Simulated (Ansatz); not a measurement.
ZnSnN2:
```xyz
4
Lattice="1.5822 0.9135 5.1354 -1.5822 0.9135 5.1354 0.0000 -1.8270 5.1354" Properties=species:S:1:pos:R:3 pbc="T T T"
Zn     0.0000     0.0000     0.0000
Sn     0.0000     0.0000     7.7032
N      0.0000     0.0000    11.5972
N      0.0000     0.0000     3.8091
```

PBEsol in the plane-wave PAW code Ansatz gives a gap of 0.68 eV without spin–orbit coupling, maximum off the standard path, at k = (-0.010, 0.193, -0.203) in fractions of the reciprocal vectors, minimum at F.

Question: What happens when spin–orbit coupling is switched on?

Answer: The gap hardly moves, to 0.68 eV; maximum off the standard path, at k = (-0.010, 0.193, -0.203) in fractions of the reciprocal vectors, minimum at F.

Question: Give the electron effective mass with spin–orbit coupling.

Answer: 0.23, 0.25, 0.62 mₑ (principal values).

Question: Give the hole effective mass with spin–orbit coupling.

Answer: 0.28, 0.83, 18 mₑ (principal values).

Space group R-3m. The start of the workflow was typed in or built on a structure type; neither database checked (COD, Materials Project) lists it. Its standing as an ambient phase is unchecked. Symmetry was held in the PBEsol relaxation. At this level the phase is mechanically unstable. Its formation energy is positive at this level, so the cell may be metastable or incomplete.

Potentials: the earlier of the program's two PAW sets. The files were generated under PBE; for other functionals the program regenerates the frozen cores, and for LDA and PBEsol the local potential too.
